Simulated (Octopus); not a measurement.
## TaC (Fm-3m, No. 225): band energies at special points

TaC (Fm-3m, No. 225):
```
TaC
1.0
    0.00000     2.23390     2.23390
    2.23390     0.00000     2.23390
    2.23390     2.23390     0.00000
Ta C
1 1
Cartesian
  0.00000   0.00000   0.00000
  2.23390   0.00000   0.00000
```
The cell is a database entry, not relaxed again.

Method: LDA in Octopus 16.4; grid spacing about 0.16 Å, Γ-centred 12×12×12 k-mesh, Fermi-Dirac smearing of 0.1 eV, no spin polarisation; PseudoDojo 0.4 LDA potentials. Spin-orbit coupling is left out.

Energies in eV against the Fermi level; 17 electrons a cell outside the pseudopotentials' cores.

```
k-point (reduced)        band 5  band 6  band 7  band 8  band 9  band 10  band 11  band 12
-----------------------  ------  ------  ------  ------  ------  -------  -------  -------
Γ (0.000, 0.000, 0.000)  -14.56   -1.32   -1.32   -1.32   -0.44    -0.44    -0.44     0.65
X (0.500, 0.000, 0.500)  -12.44   -4.51   -4.47   -1.70   -1.70     2.58     4.02     4.02
U (0.625, 0.250, 0.625)  -11.66   -5.80   -4.79   -3.77   -0.59     3.09     3.93     6.22
K (0.375, 0.375, 0.750)  -11.66   -5.80   -4.79   -3.77   -0.59     3.09     3.93     6.22
L (0.500, 0.500, 0.500)  -10.10   -8.62   -5.40   -5.40    2.66     2.66     3.63     5.45
W (0.500, 0.250, 0.750)  -11.54   -5.22   -4.89   -4.89    1.60     1.60     4.03     4.88
```
